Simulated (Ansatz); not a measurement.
NbAg (rock salt, Fm-3m) at seven volumes, plane-wave PAW PBEsol (Ansatz code), scaled uniformly. One row is withheld.

| V (Å³/atom) | P (GPa) |
|---|---|
| 17.725 | 15.90 |
| 18.310 | ? |
| 18.894 | 4.42 |
| 19.478 | 0.00 |
| 20.063 | -3.72 |
| 20.647 | -6.86 |
| 21.232 | -9.48 |

### Question
Fit the shown pressures and predict the withheld one.

### Answer
Third-order Birch–Murnaghan: P = (3/2)B₀(x^(7/2) − x^(5/2))[1 + (3/4)(B′ − 4)(x − 1)] with x = (V₀/V)^(2/3). Least squares on the six rows gives V₀ = 19.478 Å³/atom, B₀ = 134.8 GPa, B′ = 4.72. At V = 18.310, x = 1.0421 and P = 9.65 GPa. The run itself gave 9.67 GPa.

The start of the workflow was typed in or built on a structure type; neither database checked (COD, Materials Project) lists it. Whether it is the stable phase at ambient conditions was not checked. Symmetry was held in the PBEsol relaxation. At this level the phase is mechanically unstable. No spin polarisation was allowed. Its formation energy is positive at this level, so the cell may be metastable or incomplete.

Potentials: the earlier of the program's two PAW sets. The files were generated under PBE; for other functionals the program regenerates the frozen cores, and for LDA and PBEsol the local potential too.
